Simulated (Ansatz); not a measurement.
CdF₂ (fluorite)

```
CdF2
1.0
    0.00000     2.69422     2.69422
    2.69422     0.00000     2.69422
    2.69422     2.69422     0.00000
Cd F
1 2
Direct
  0.00000   0.00000   0.00000
  0.25000   0.25000   0.25000
  0.75000   0.75000   0.75000
```

The relaxed cell is deformed in two ways at once: its volume V is scaled, and at that volume it is stretched along z (the c axis of the conventional cell) so that c/a changes. Fractional atomic positions are held.

These are r2SCAN (plane waves to 500 eV, PAW, scalar-relativistic; Ansatz, a quantum-chemistry and plane-wave program) values and carry that method's errors. k mesh 11×11×11 (Γ-centred), Fermi-Dirac smearing 0.05 eV. Stress and pressure are positive under compression. CdF2 was relaxed with its symmetry unable to fall.

At one point of the scan the stress tensor (GPa) is:

```
   -2.8      0.0      0.0
    0.0     -2.8      0.0
    0.0      0.0     -2.8
```

### Question
Which point is it?
(A) V/V₀ = 1.040, (c/a)/(c/a)₀ = 0.973
(B) V/V₀ = 1.000, (c/a)/(c/a)₀ = 0.947
(C) V/V₀ = 1.013, (c/a)/(c/a)₀ = 0.920
(D) V/V₀ = 1.027, (c/a)/(c/a)₀ = 1.000

### Answer
D, V/V₀ = 1.027, (c/a)/(c/a)₀ = 1.000

(Under strain, the slope of the energy per volume gives the stress and its curvature an elastic modulus.)
